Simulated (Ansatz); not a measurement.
SnCl$_{2}$:
```cif
data_Cl8Sn4
_chemical_formula_sum 'Sn4 Cl8'
_space_group_name_H-M_alt 'P 1'
_space_group_IT_number 1
_cell_length_a 7.93849
_cell_length_b 4.30728
_cell_length_c 9.43959
_cell_angle_alpha 90.000
_cell_angle_beta 90.000
_cell_angle_gamma 90.000
loop_
_space_group_symop_operation_xyz
  'x, y, z'
loop_
_atom_site_label
_atom_site_type_symbol
_atom_site_fract_x
_atom_site_fract_y
_atom_site_fract_z
_atom_site_occupancy
Sn1 Sn 0.77076 0.75000 0.56573 1
Sn2 Sn 0.22924 0.25000 0.43427 1
Sn3 Sn 0.72924 0.25000 0.06573 1
Sn4 Sn 0.27076 0.75000 0.93427 1
Cl1 Cl 0.52240 0.25000 0.84997 1
Cl2 Cl 0.47760 0.75000 0.15003 1
Cl3 Cl 0.97760 0.75000 0.34997 1
Cl4 Cl 0.02240 0.25000 0.65003 1
Cl5 Cl 0.14373 0.25000 0.07886 1
Cl6 Cl 0.85627 0.75000 0.92114 1
Cl7 Cl 0.35627 0.75000 0.57886 1
Cl8 Cl 0.64373 0.25000 0.42114 1
```

Relaxed with r²SCAN+D4.

Problem. Give the optical modes at the zone centre with their infrared activity from DFPT, r²SCAN+D4 in the plane-wave PAW code Ansatz.

Solution. Transverse frequencies, without the LO–TO term; a row sums one degenerate level.

| ω (cm⁻¹) | degeneracy | IR ((D/Å)²/amu) | activity | symmetry |
|---|---|---|---|---|
| 12 | 1 | 0.00 | IR-inactive | B1g |
| 19 | 1 | 0.00 | IR-inactive | B3g |
| 22 | 1 | 0.00 | IR-inactive | Au |
| 22 | 1 | 0.03 | IR | B1u |
| 39 | 1 | 32.71 | IR | B2u |
| 47 | 1 | 7.14 | IR | B3u |
| 53 | 1 | 0.00 | IR-inactive | Ag |
| 70 | 1 | 0.01 | IR | B1u |
| 73 | 1 | 0.00 | IR-inactive | Au |
| 78 | 1 | 7.98 | IR | B3u |
| 81 | 1 | 0.00 | IR-inactive | B2g |
| 87 | 1 | 0.00 | IR-inactive | Ag |
| 99 | 1 | 0.00 | IR-inactive | B2g |
| 103 | 1 | 0.00 | IR-inactive | Ag |
| 110 | 1 | 0.00 | IR-inactive | B2g |
| 133 | 1 | 0.00 | IR-inactive | B3g |
| 136 | 1 | 0.00 | IR-inactive | B1g |
| 146 | 1 | 0.00 | IR-inactive | Au |
| 148 | 1 | 11.20 | IR | B3u |
| 150 | 1 | 6.99 | IR | B1u |
| 156 | 1 | 0.00 | IR-inactive | B3u |
| 159 | 1 | 0.00 | IR-inactive | B1g |
| 159 | 1 | 3.71 | IR | B2u |
| 161 | 1 | 0.00 | IR-inactive | B2g |
| 162 | 1 | 0.00 | IR-inactive | Ag |
| 166 | 1 | 0.00 | IR-inactive | B3g |
| 172 | 1 | 0.70 | IR | B1u |
| 180 | 1 | 0.00 | IR-inactive | Ag |
| 195 | 1 | 0.00 | IR-inactive | B2g |
| 207 | 1 | 0.00 | IR-inactive | Ag |
| 218 | 1 | 0.00 | IR-inactive | B2g |
| 228 | 1 | 6.58 | IR | B1u |
| 257 | 1 | 0.98 | IR | B3u |

Problem. How high does the top mode go among those that the LO–TO term moves?

Solution. 265 cm⁻¹ for q along x, 232 cm⁻¹ for q along y, 259 cm⁻¹ for q along z.

Space group Pnma. The first step of the workflow began from a Materials Project structure, measured or hypothetical; the Crystallography Open Database files this formula in space group No. 62, but the cells were not matched. Whether it is the stable phase at ambient conditions was not checked. The r²SCAN+D4 relaxation kept the symmetry of its start; its stability against distortions is not shown here. Scalar-relativistic: spin–orbit coupling is off unless named, which matters more the heavier the elements.

Potentials: the later of the program's two PAW sets.
